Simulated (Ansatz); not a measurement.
Given:

GaSb in space group I-4m2 (No. 119; Ga on 2d, Sb on 2a), a = b = 5.381 Å, c = 3.073 Å, α = β = γ = 90.00°; the cell used has 2 atoms.

This is the LDA-relaxed structure.

All from the program Ansatz at the LDA level (PAW), unless another level is named. Give the highest zone-centre frequency.

153 cm^-1.

And the bulk modulus (Birch–Murnaghan fit)?

64.8 GPa.

The workflow started from a Materials Project entry (that database holds measured and hypothetical structures alike); the Crystallography Open Database copy checked does not list it. It is not the phase usual at ambient conditions (space group No. 216). Symmetry was held in the LDA relaxation; whether a distortion lowers the energy is not shown. As this level gives no gap, phonon frequencies hold no LO–TO term and depend on the k-mesh and smearing (Fermi–Dirac, 0.1 eV here). Scalar-relativistic: spin–orbit coupling is off unless named, which matters more the heavier the elements.

Potentials: the later of the program's two PAW sets.
